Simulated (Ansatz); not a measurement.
Given:

BN:
```
BN
1.0
    2.54948     0.00000     0.00000
   -1.27474     2.20791     0.00000
    0.00000     0.00000    12.54350
B N
6 6
Direct
  0.00000   0.00000   0.00007
  0.00000   0.00000   0.50007
  0.66667   0.33333   0.83267
  0.33333   0.66667   0.33267
  0.66667   0.33333   0.16656
  0.33333   0.66667   0.66656
  0.00000   0.00000   0.87440
  0.00000   0.00000   0.37440
  0.66667   0.33333   0.70808
  0.33333   0.66667   0.20808
  0.66667   0.33333   0.04192
  0.33333   0.66667   0.54192
```

This is the r²SCAN-relaxed structure. x, y and z are the axes in which the lattice vectors are written.

Task: All from plane-wave PAW r²SCAN (Ansatz code), unless another level is named. Predict the hole effective mass, band 1 of 2 at the edge.

Result: 1.5 along x, 1.2 along z (mₑ).

Task: Give the HSE06 gap on the r²SCAN cell.

Result: 6.56 eV.

Task: And the smallest direct gap on the standard path?

Result: 7.83 eV.

Task: Next, the electron effective mass?

Result: 0.33, 0.88, 1.8 mₑ (principal values).

Space group P6_3mc. The cell is a constructed one: a structure type filled with these elements. Its sites differ from those of the usual phase in this space group: another stacking or structure type. The cell was relaxed with r²SCAN under the symmetry of its start; its stability against distortions is not shown here.

Potentials: the later of the program's two PAW sets.
